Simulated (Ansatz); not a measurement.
Consider the following.

ScB$_{2}$ in space group P6/mmm (No. 191; Sc on 1a, B on 2d), a = 3.143 Å, b = 3.143 Å, c = 3.524 Å, α = 90.00°, β = 90.00°, γ = 120.00°.

This is the r²SCAN-relaxed structure.

Task: All from r²SCAN in the plane-wave PAW code Ansatz, unless another level is named. Give the electronic character.

Result: metallic (no gap).

Task: What about the density of states at the Fermi level?

Result: 0.28 states/eV per atom (mean over ±0.08 eV).

Task: Give the formation energy from the elements (no fitted shifts).

Result: -0.92 eV/atom.

The workflow started from an entry of the Crystallography Open Database (COD). Its standing as an ambient phase is unchecked. The cell was relaxed with r²SCAN under the symmetry of its start; whether a distortion lowers the energy is not shown. No spin polarisation was allowed. The references are the lowest solids computed at this level, not always the standard phases.

Potentials: the later of the program's two PAW sets.
